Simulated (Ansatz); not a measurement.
PtS$_{2}$ (P-3m1), two-dimensional strain map

These are results of DFT PBE, scalar-relativistic, plane waves, PAW (Ansatz 0.2.0), not measurements. Settings: plane waves to 420 eV, k-mesh 12×12×8 (Γ-centred), Gaussian smearing 0.05 eV. Spin–orbit coupling is left out, which can shift energies with elements as heavy as these. No spin polarisation. Energies are free energies at this smearing, counted from the undisturbed cell; pressure is positive in compression.

Reference structure (as given, not relaxed at this level; it stands at 2.4 GPa):

```xyz
3
Lattice="3.5432 0.0000 0.0000 -1.7716 3.0685 0.0000 0.0000 0.0000 5.0388" Properties=species:S:1:pos:R:3 pbc="T T T"
Pt    0.0000    0.0000    0.0000
S     0.0000    2.0457    1.2597
S     1.7716    1.0228    3.7791
```

The cell holds layers and no dispersion correction was added, so their binding is poorly described.

The cell is strained by p along both x and y and by q along z, fractional coordinates fixed. Points are written (p, q).

Energy above the undisturbed cell in meV/atom (a dash: not computed):

```csv
p \ q,-0.050,-0.025,0.000,0.025,0.050
-0.050,261.4,205.7,162.2,130.1,108.9
-0.025,103.4,70.4,47.9,35.4,32.3
0.000,?,5.9,0.0,2.9,?
0.025,0.2,-0.8,6.3,?,43.0
0.050,29.0,?,56.3,80.2,110.4
```

Question: Fill in the withheld energies.

Answer: (0.000, -0.050): 21.0; (0.000, 0.050): 13.9; (0.025, 0.025): 21.1; (0.050, -0.025): 39.0.